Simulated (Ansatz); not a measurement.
The start is a randomly generated symmetric cell of MgZn2 (space group No. 65). A full variable-cell relaxation at zero pressure is run with PBEsol (plane waves to 420 eV, PAW, scalar-relativistic; Ansatz, a quantum-chemistry and plane-wave program). The first steps use a coarse 14×14×5 k-mesh.

Starting cell:
```yaml
crystal:
  lattice:
    - [1.20570, -3.70609, 0.00000]
    - [1.20570, 3.70609, 0.00000]
    - [0.00000, 0.00000, 6.75334]
  atoms:
    - { symbol: Mg, position: [0.50000, 0.50000, 0.00000] }
    - { symbol: Zn, position: [0.00000, 0.00000, 0.24013] }
    - { symbol: Zn, position: [0.00000, 0.00000, 0.75987] }
```

Problem. What pressure does the first self-consistent step give?

Solution. +39.4 GPa (positive: the cell is compressed).

Problem. What is the largest force in the starting geometry, and on which atom (counted from 1)?

Solution. 8.95 eV/Å, on Zn2, Zn3 (atoms numbered as listed).

Problem. Does the structure survive the relaxation? Give the final space group.

Solution. The space group goes from Cmmm (No. 65) to P4/mmm (No. 123), with 3 atoms in the primitive cell.

Problem. By how much does the energy per atom fall from start to end?

Solution. 2.25 eV/atom.

Problem. How does the volume per atom move from start to end?

Solution. -12.7 %, from 20.12 to 17.56 Å³/atom.

Problem. What band gap does the relaxed structure have at this level?

Solution. Zero (metallic).

Final values are on a 16×16×7 k-mesh of the relaxed cell. No spin polarisation in the result.

The run could not lose the symmetry of its start, so the end can be a saddle point.

The relaxed structure here is a generated cell of MgZn2: the first start was made by a random draw of sites in a space group, and the end was not matched to a known phase here, so it may be hypothetical. Known forms of MgZn2 include space group No. 194.
